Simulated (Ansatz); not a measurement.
CaI2:
```
CELL_PARAMETERS angstrom
      4.49223     0.00000     0.00000
     -2.24611     3.89038     0.00000
      0.00000     0.00000    33.00000
ATOMIC_POSITIONS crystal
  I  0.66667 0.33333 0.55361
  Ca 0.00000 0.00000 0.50000
  I  0.33333 0.66667 0.44639
```
Free-standing layer in the xy plane with vacuum along z and no interaction between images.

Relaxed with r²SCAN+D4.

**Question.** All from the program Ansatz at the r²SCAN+D4 level (PAW), unless another level is named. Give the conduction-band minimum.

**Answer.** at M.

**Question.** And the HSE06 gap on the r²SCAN+D4 cell?

**Answer.** 5.01 eV.

**Question.** And the band gap?

**Answer.** 4.37 eV (indirect).

**Question.** And the gap with spin–orbit coupling?

**Answer.** 4.03 eV.

Space group P-3m1 (1T). The layer was cut from a bulk entry of the Materials Project (measured or hypothetical); whether that bulk phase is the ambient one, and whether the layer has been isolated, was not checked. Symmetry was held in the r²SCAN+D4 relaxation; whether a distortion lowers the energy is not shown. Scalar-relativistic: spin–orbit coupling is off unless named, which matters more the heavier the elements.

Potentials: the later of the program's two PAW sets.
